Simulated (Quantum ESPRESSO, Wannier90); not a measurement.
## Tight-binding from DFT: SnTePbSe (P4/mmm)

```
SnTePbSe
1.0
    4.48966     0.00000     0.00000
    0.00000     4.48966     0.00000
    0.00000     0.00000     6.33467
Sn Te Pb Se
1 1 1 1
Direct
  0.50000   0.50000   0.50000
  0.50000   0.50000   0.00000
  0.00000   0.00000   0.00000
  0.00000   0.00000   0.50000
```

Materials Project entry mp-1218887; symmetrised, unrelaxed at this level. Not found in the COD (Crystallography Open Database) copy used; not checked further. Level: PBEsol, no spin polarisation, no spin-orbit coupling; pw.x of Quantum ESPRESSO at 69 Ry with PseudoDojo potentials, 4×4×4 k-points, Wannier90. Density: 8×8×6 mesh, Gaussian smearing 0.01 Ry. Spin-orbit coupling is left out although heavy elements are present.

Functional, cutoff and mesh named above are those of the base row (4×4×4); the first column says what each row takes instead. Model: 16 functions from bands 21-46, start hydrogen-like Sn: s;p; Te: s;p; Pb: s;p; Se: s;p, centres 0.05 Å off the atoms, frozen window tied to the conduction edge or Fermi level of each row, as listed, which moves Ω_I and hoppings a little by itself. Energies are relative to the Fermi level; the misfit is to pw.x on a path, for states up to 1.0 eV relative to the Fermi level. Only the mesh of Bloch states changes. The disentangled Ω_I can sit in another minimum from row to row.

```json
[
 {"mesh": "2×2×2", "frozen to (eV)": "1.50", "Ω_I (Å²)": "19.56", "rms misfit (meV)": "70", "k-points (cost)": "8", "rough cost of nscf and overlaps (first row = 1)": "1.0"},
 {"mesh": "3×3×3", "frozen to (eV)": "1.50", "Ω_I (Å²)": "22.48", "rms misfit (meV)": "52", "k-points (cost)": "27", "rough cost of nscf and overlaps (first row = 1)": "3"},
 {"mesh": "4×4×4", "frozen to (eV)": "1.50", "Ω_I (Å²)": "23.92", "rms misfit (meV)": "6.5", "k-points (cost)": "64", "rough cost of nscf and overlaps (first row = 1)": "5"},
 {"mesh": "5×5×5", "frozen to (eV)": "1.50", "Ω_I (Å²)": "24.60", "rms misfit (meV)": "6.1", "k-points (cost)": "125", "rough cost of nscf and overlaps (first row = 1)": "10"}
]
```
